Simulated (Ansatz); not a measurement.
Here is the system:

ScPt:
```
ScPt
1.0
    3.25977     0.00000     0.00000
    0.00000     3.25977     0.00000
    0.00000     0.00000     3.25977
Sc Pt
1 1
Direct
  0.50000   0.50000   0.50000
  0.00000   0.00000   0.00000
```

This is the PBEsol-relaxed structure.

Q: All from PBEsol in the plane-wave PAW code Ansatz, unless another level is named. Estimate the highest zone-centre frequency.

A: 168 cm⁻¹.

Q: Give the Poisson's ratio.

A: 0.37.

Space group Pm-3m (CsCl type). The first step of the workflow began from a Materials Project structure, measured or hypothetical; the Crystallography Open Database files this formula in space group No. 221, but the cells were not matched. Its standing as an ambient phase is unchecked. The PBEsol relaxation kept the symmetry of its start; of distortions, only those at the zone centre were tested. The run is not spin-polarised. As this level gives no gap, phonon frequencies hold no LO–TO term and depend on the k-mesh and smearing (Fermi–Dirac, 0.1 eV here). Spin–orbit coupling is left out wherever it is not named.

Potentials: the later of the program's two PAW sets.
